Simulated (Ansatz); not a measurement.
MoP in space group P-6m2 (No. 187; Mo on 1a, P on 1d) under volume change, the program Ansatz at the PBE level (PAW), shape and atoms relaxed at each volume.

```
V (Å³/atom)  E − E(relaxed) (meV/atom)  P (GPa)
-----------  -------------------------  -------
13.224                            93.6    24.92
13.660                            39.3    15.25
14.096                             9.3     7.01
14.532                             0.0     0.00
14.968                             8.3    -5.96
15.404                            31.6   -11.03
15.840                            67.6   -15.33
```

**Question.** What does a third-order Birch–Murnaghan fit give for V₀, B₀ and B′?

**Answer.** V₀ = 14.53 Å³/atom, B₀ = 215 GPa, B′ = 4.4.

The PBE relaxation kept the symmetry of its start. No spin polarisation was allowed.

Potentials: the earlier of the program's two PAW sets.
